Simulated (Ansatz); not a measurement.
# Competing collinear orders in AlFe (Pm-3m)

The geometry is a structure as deposited in COD, repeated to hold the magnetic orders, held fixed and not relaxed.

The runs share PBE, 7×10×7 k mesh, Fermi–Dirac smearing of 0.1 eV. PAW means Ansatz 0.2.0 on its default frozen-core files; LAPW is all-electron LAPW in Ansatz 0.2.0. Site moments are integrated in spheres about the atoms, whose radii differ between the methods.

The reference run was typed so:

```yaml
crystal:
  lattice:
    - [0.0, 2.91, 2.91]
    - [2.91, 0.0, 0.0]
    - [0.0, 2.91, -2.91]
  atoms:
    - { symbol: Al, position: [0.0, 0.0, 0.0] }
    - { symbol: Al, position: [0.5, 0.0, 0.5] }
    - { symbol: Fe, position: [0.5, 0.5, 0.0], spin: 3.0 }
    - { symbol: Fe, position: [0.0, 0.5, 0.5], spin: 3.0 }
magnetization:
  spin_polarized: true
kpoints:
  mp_grid: { grid: [7, 10, 7] }
scf:
  occupations: { method: fermi_dirac, width: 0.1 }
  lower_state_search: "off"
hamiltonian:
  xc: pbe
  pseudopotentials: { kind: paw }
output:
  forces: true
  stress: true
  eigenvalues: true
  populations: true
```

Command: `ansatz run input.yaml --threads 2 --pin off --max-ram 6144MiB --backend cpu --events-out ev --progress --plain --runs-dir out`

The input for «start Fe3↑ Fe4↓» by LAPW differs from it in these lines, output keys apart:

```diff
-    - { symbol: Fe, position: [0.0, 0.5, 0.5], spin: 3.0 }
+    - { symbol: Fe, position: [0.0, 0.5, 0.5], spin: -3.0 }
-  pseudopotentials: { kind: paw }
+  pseudopotentials: { kind: all_electron, lapw: { basis_error: 0.001 } }
```

Energies count from the run that starts all moments parallel. Patterns list the atoms that start with 0.5 μB or more.

| start | ΔF PAW (meV/atom) | ΔF LAPW (meV/atom) | largest moment, PAW (μB) | M, PAW (μB/cell) | order at the end, PAW | P, PAW (GPa) |
| --- | --- | --- | --- | --- | --- | --- |
| Fe3↑, Fe4↑ | 0.0 | 0.0 | 0.76 | 1.45 | kept | -5.7 |
| Fe3↑, Fe4↓ | +7.8 | +7.8 | ? | 0.00 | kept | -4.7 |
| no spin polarisation | ? | – | 0.00 | 0.00 | – | -6.7 |

Problem. What belongs in the row "Fe3↑, Fe4↓", column "largest moment, PAW (μB)"?

Solution. 0.93.

Problem. Fill in "ΔF PAW (meV/atom)" for the row "no spin polarisation".

Solution. +14.4.

The lowest of these ends as follows. Site moments (μB): Al1 -0.03, Al2 -0.03, Fe3 0.76, Fe4 0.76. Cell moment 1.45 μB. Orders of other supercells weren't tried and can lie lower.

The Ansatz runs typed with the search for lower states off end where their start leads. These are results for the start and cell typed. The real compound can order otherwise, in a larger cell, or not at all, since semilocal functionals at zero temperature often overstate magnetism.
